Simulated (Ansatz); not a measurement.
SiGe:
```cif
data_Ge2Si2
_chemical_formula_sum 'Si2 Ge2'
_space_group_name_H-M_alt 'P 1'
_space_group_IT_number 1
_cell_length_a 3.87016
_cell_length_b 3.87016
_cell_length_c 6.39399
_cell_angle_alpha 90.000
_cell_angle_beta 90.000
_cell_angle_gamma 120.000
loop_
_space_group_symop_operation_xyz
  'x, y, z'
loop_
_atom_site_label
_atom_site_type_symbol
_atom_site_fract_x
_atom_site_fract_y
_atom_site_fract_z
_atom_site_occupancy
Si1 Si 0.66667 0.33333 0.87452 1
Si2 Si 0.33333 0.66667 0.37452 1
Ge1 Ge 0.66667 0.33333 0.50048 1
Ge2 Ge 0.33333 0.66667 0.00048 1
```

Relaxed with LDA.

Task: Which orbitals make up the states near the band edges in the program Ansatz at the LDA level (PAW)?

Result: Top 1 eV of the valence band: Ge 4p 52 %, Si 3p 45 %. Bottom 1 eV of the conduction band: Si 3p 32 %, Ge 4p 24 %, Si 3s 17 %, Ge 4s 15 %, outside the projected shells 12 %. Projections are on Löwdin-orthogonalised atomic valence shells; empty p or d shells of many metals are not among them.

Task: Tabulate the density of states.

Result: States/eV per cell of 4 atoms, in 0.25 eV bins, energy from the valence-band maximum.

```
E (eV)  total  Ge 4p  Si 3p  Si 3s
------  -----  -----  -----  -----
-7.85    2.08   0.70   0.23   0.91
-7.60    1.33   0.43   0.19   0.51
-7.35    1.55   0.51   0.29   0.49
-7.10    1.18   0.37   0.22   0.36
-6.85    1.17   0.36   0.23   0.35
-6.60    1.17   0.36   0.24   0.34
-6.35    0.99   0.31   0.21   0.27
-6.10    0.78   0.24   0.17   0.21
-5.85    0.67   0.21   0.15   0.17
-5.60    0.59   0.19   0.13   0.14
-5.35    0.65   0.22   0.17   0.13
-5.10    0.72   0.29   0.26   0.08
-4.85    1.68   0.75   0.72   0.11
-4.60    1.51   0.67   0.64   0.10
-4.35    1.48   0.65   0.62   0.10
-4.10    1.87   0.84   0.80   0.12
-3.85    1.97   0.90   0.88   0.09
-3.60    1.93   0.89   0.86   0.09
-3.35    2.41   1.12   1.10   0.09
-3.10    2.30   1.09   1.07   0.07
-2.85    2.92   1.39   1.37   0.08
-2.60    2.86   1.37   1.34   0.07
-2.35    2.85   1.37   1.35   0.06
-2.10    3.33   1.62   1.59   0.05
-1.85    2.16   1.06   1.02   0.03
-1.60    1.69   0.84   0.79   0.02
-1.35    1.15   0.57   0.54   0.01
-1.10    0.80   0.41   0.37   0.01
-0.85    0.59   0.30   0.27   0.00
-0.60    0.37   0.19   0.17   0.00
-0.35    0.19   0.10   0.08   0.00
-0.10    0.05   0.03   0.02   0.00
0.15     0.00   0.00   0.00   0.00
0.40     0.23   0.05   0.07   0.04
0.65     0.94   0.21   0.29   0.18
0.90     1.33   0.31   0.42   0.23
1.15     1.82   0.45   0.60   0.29
1.40     2.46   0.63   0.83   0.36
1.65     2.33   0.62   0.81   0.29
1.90     1.95   0.50   0.68   0.24
2.15     2.45   0.64   0.87   0.28
2.40     2.79   0.78   1.04   0.27
2.65     2.22   0.74   0.80   0.19
2.90     3.68   1.28   1.26   0.32
3.15     2.48   0.79   0.88   0.20
3.40     3.18   1.04   1.23   0.18
3.65     2.67   0.88   1.00   0.15
3.90     1.98   0.64   0.70   0.12
4.15     2.46   0.80   0.84   0.15
4.40     2.87   0.92   0.97   0.18
4.65     2.39   0.76   0.79   0.15
4.90     1.92   0.61   0.60   0.11
5.15     2.04   0.58   0.57   0.12
```

Space group P6_3mc (wurtzite). The first step of the workflow began from a Materials Project structure, measured or hypothetical; the Crystallography Open Database copy checked does not list it. Its standing as an ambient phase is unchecked. Symmetry was held in the LDA relaxation; whether a distortion lowers the energy is not shown. Scalar-relativistic: spin–orbit coupling is off unless named, which matters more the heavier the elements.

Potentials: the earlier of the program's two PAW sets. The files were generated under PBE; for other functionals the program regenerates the frozen cores, and for LDA and PBEsol the local potential too.
